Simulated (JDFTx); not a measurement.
Ta(100) slab cut from bulk Ta (space group Im-3m, indices of the conventional cell, lattice of the Materials Project entry mp-50, not re-optimised): 6 atoms in 6 planes, a 1x1 cell of 10.96 Å² (|a| = 3.310, |b| = 3.310 Å), 8.0 Å between the outermost planes, cell height 24.3 Å, 6×6×1 k mesh, Fermi smearing 0.01 Ha, no spin polarisation.

Level of theory: PBE, GBRV ultrasoft potentials, plane waves to 20/100 Ha; code: JDFTx (a modified build). Liquid on both sides: CANDLE, water, 1 M KF; nuclei fixed. 

Charging data:

```json
[
 {"U − U_pzc (V)": "0.00", "σ (μC/cm²)": "0.00"},
 {"U − U_pzc (V)": "0.17", "σ (μC/cm²)": "6.44"},
 {"U − U_pzc (V)": "0.32", "σ (μC/cm²)": "13.25"},
 {"U − U_pzc (V)": "0.52", "σ (μC/cm²)": "21.33"},
 {"U − U_pzc (V)": "0.92", "σ (μC/cm²)": "34.19"}
]
```

Worked example: a check of Lippmann's equation. The grand free energy per area against the neutral slab, Δγ = [F(N) − F(N₀) − μ(N − N₀)]/2A, is taken from the total energies of the same runs.

```json
[
 {"U − U_pzc (V)": "0.00", "Δγ (mJ/m²)": "0.0"},
 {"U − U_pzc (V)": "0.17", "Δγ (mJ/m²)": "-5.2"},
 {"U − U_pzc (V)": "0.32", "Δγ (mJ/m²)": "-20.0"},
 {"U − U_pzc (V)": "0.52", "Δγ (mJ/m²)": "-54.9"},
 {"U − U_pzc (V)": "0.92", "Δγ (mJ/m²)": "-167.0"}
]
```

Δγ is largest at zero charge and falls away from it, as dγ/dU = −σ demands. At 0.92 V the computed -167.0 mJ/m² stands beside -157.7 mJ/m² from the constant-capacitance formula.
